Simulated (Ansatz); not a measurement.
## How ZrOs (Pm-3m) stiffens under pressure

```
CELL_PARAMETERS angstrom
3.24692 0.00000 0.00000
0.00000 3.24692 0.00000
0.00000 0.00000 3.24692
ATOMIC_POSITIONS crystal
Zr 0.50000 0.50000 0.50000
Os 0.00000 0.00000 0.00000
```

This is the zero-pressure cell. At each pressure cell and atoms are relaxed in this structure, and the constants are slopes of the stress at strains of ±0.005 with relaxed ions (the coefficients that govern stability under load). Level: PBEsol, PAW on Ansatz 0.2.0's default frozen-core files (fitted under PBE), scalar-relativistic; k mesh 14×14×14, strains of ±0.005, Fermi-Dirac smearing of 0.100 eV, cutoff 420 eV. P is the pressure of the relaxed cell, less that of this one.

```csv
P (GPa),V/V₀,C11 (GPa),C12 (GPa),C44 (GPa)
0.00,1.0000,397.3,139.5,95.8
0.98,?,?,?,?
2.00,0.9913,407.7,146.8,98.8
4.01,0.9830,417.9,154.0,101.7
7.05,0.9710,432.9,165.0,106.1
9.98,0.9601,446.8,175.4,110.2
14.96,0.9429,469.7,193.0,117.0
```

**Question.** Does the bulk modulus from the constants agree with the pressure-volume curve?

**Answer.** A third-order Birch-Murnaghan fit to the volumes shown (F against f, f = [(V₀/V)^(2/3) − 1]/2) gives B₀ = 225.5 GPa and B′ = 4.1. Its −V dP/dV stands beside (C11 + 2C12)/3:

| P (GPa) | from P(V) | from the constants |
| --- | --- | --- |
| 0.00 | 225.5 | 225.4 |
| 2.00 | 233.7 | 233.8 |
| 4.01 | 241.9 | 242.0 |
| 7.05 | 254.2 | 254.3 |
| 9.98 | 265.9 | 265.9 |
| 14.96 | 285.6 | 285.3 |

**Question.** What are the pressure derivatives at zero pressure?

**Answer.** Slopes at V₀ of quadratic fits in −ln(V/V₀) through the first four rows shown, divided by B₀: dC11/dP = 5.3, dC12/dP = 3.6, dC44/dP = 1.5. The mean slopes up to 4.0 GPa are 5.1, 3.6, 1.5; curvature and scatter of the constants part the two. The combination (dC11/dP + 2 dC12/dP)/3 = 4.2 stands against B′.

**Question.** Fill the row at 0.98 GPa.

**Answer.** Cubic fits in −ln(V/V₀) through all rows shown give C11 = 402.5, C12 = 143.1, C44 = 97.3 GPa. Computed: V/V₀ = 0.9957, C11 (GPa) = 402.4, C12 (GPa) = 143.1, C44 (GPa) = 97.3.

**Question.** Does a shear stiffness soften?

**Answer.** C44 goes from 95.8 to 117.0 GPa; (C11 − C12)/2 goes from 128.9 to 138.4 GPa. Neither ends more than 3 % under its start, and the lattice stays mechanically stable over this range.

Caveats: no other phase was computed; many crystals of this kind change structure within this range, and rows or crossings beyond such a change describe a metastable lattice; frozen-core PAW files fitted under PBE, their cores solved anew for the functional of the run; responses of metals move with mesh and smearing; no spin-orbit coupling on heavy atoms; phonons weren't checked at these pressures.
